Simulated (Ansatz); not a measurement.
**Relaxing boron (beta-Sn type)**

Method: DFT, PBEsol, plane waves (420 eV) with PAW, scalar-relativistic (Ansatz 0.2.0). (PAW data from PBE, frozen cores regenerated.)

k-point mesh 17×17×12, Fermi-Dirac smearing 0.1 eV, no spin polarisation. Cell and atoms relax.

Starting structure:

```yaml
crystal:
  lattice:
    - [-1.84711, 1.84711, 1.00852]
    - [1.84711, -1.84711, 1.00852]
    - [1.84711, 1.84711, -1.00852]
  atoms:
    - { symbol: B, position: [0.00000, 0.00000, 0.00000] }
    - { symbol: B, position: [0.75000, 0.25000, 0.50000] }
```

Question: The pressure at the start is -7.5 GPa. By how much does the volume change?

Answer: From 6.88 to 8.45 Å³ per atom, 22.8 %. The final cell has a = 1.626 Å, b = 7.318 Å, c = 2.842 Å.

The cell has left the beta-Sn structure type; it ends in Cmcm.

Question: How much energy does the relaxation gain?

Answer: 827.8 meV per atom.

The k-point mesh keeps fewer symmetry operations than the starting structure has, so the cell can leave it.
